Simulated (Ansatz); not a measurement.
BP (zinc blende)

```yaml
crystal:
  lattice:
    - [0.00000, 2.26820, 2.26820]
    - [2.26820, 0.00000, 2.26820]
    - [2.26820, 2.26820, 0.00000]
  atoms:
    - { symbol: P, position: [0.75000, 0.75000, 0.75000] }
    - { symbol: B, position: [0.00000, 0.00000, 0.00000] }
```

The slice is a {100} plane (indices of the conventional cell) through the point (0.750, 0.750, 0.750) (fractional), spanned by u = [100] and v = [0 1 -1] in vectors of this cell: u (3.21 Å) and v (3.21 Å, at 90° to u). It covers one period; positions are fractions (u, v).

These are r2SCAN (plane waves to 500 eV, PAW, scalar-relativistic; Ansatz, a program for electronic structure) values and carry that method's errors. k mesh 12×12×12. These are valence fields of a PAW run, semicore shells included where kept as valence: close to a nucleus they are smooth pseudo fields. BP was relaxed with its symmetry unable to fall. The PAW data are Ansatz's earlier set.

Question: Sketch the density of the highest valence band (whole band, smooth part) on this plane as a map.

Answer: 
```
|  :=*%@@@%#*+==---==+*#%@@@%*=: |
|.:-+#%@@@%#*+==---==+*#%@@@%#+-:|
|-=+*#%@@%#*+==-----==+*#%@@%#*+=|
|**##%@@%#*++=---:---=++*#%@@%##*|
|%%%%@%%##*+=--:::::--=+*##%%@%%%|
|@@@@@%##*+=--:::::::--=+*##%@@@@|
|@@@@%##*+=--::.....::--=+*##%@@@|
|@@@%##*+=--::.......::--=+*##%@@|
|%%%#**+=--::.........::--=+**#%%|
|###*++=--::...     ...::--=++*##|
|***++=--::...       ...::--=++**|
|+++==--::...         ...::--==++|
|====--::...           ...::--===|
|===--::...             ...::--==|
|-----::...             ...::----|
|----:::...             ...:::---|
|-----::...             ...::----|
|===--::...             ...::--==|
|====--::...           ...::--===|
|+++==--::...         ...::--==++|
|***++=--::...       ...::--=++**|
|###*++=--::...     ...::--=++*##|
|%%%#**+=--::.........::--=+**#%%|
|@@@%##*+=--::.......::--=+*##%@@|
|@@@@%##*+=--::.....::--=+*##%@@@|
|@@@@@%##*+=--:::::::--=+*##%@@@@|
|%%%%@%%##*+=--:::::--=+*##%%@%%%|
|**##%@@%#*++=---:---=++*#%@@%##*|
|-=+*#%@@%#*+==-----==+*#%@@%#*+=|
|.:-+#%@@@%#*+==---==+*#%@@@%#+-:|
|  :=*%@@@%#*+==---==+*#%@@@%*=: |
|  .-*%@@@%#*+==---==+*#%@@@%*-. |
```
Scale: ten equal steps from 0.000 (start of ' ') to 0.172 (end of '@'), in the order ' .:-=+*#%@'. Values: density of the highest valence band (whole band, smooth part) in e/Å³. The map has 32 points along u (one character each, u = 0 at the left) and 32 along v (v = 0 in the bottom row).
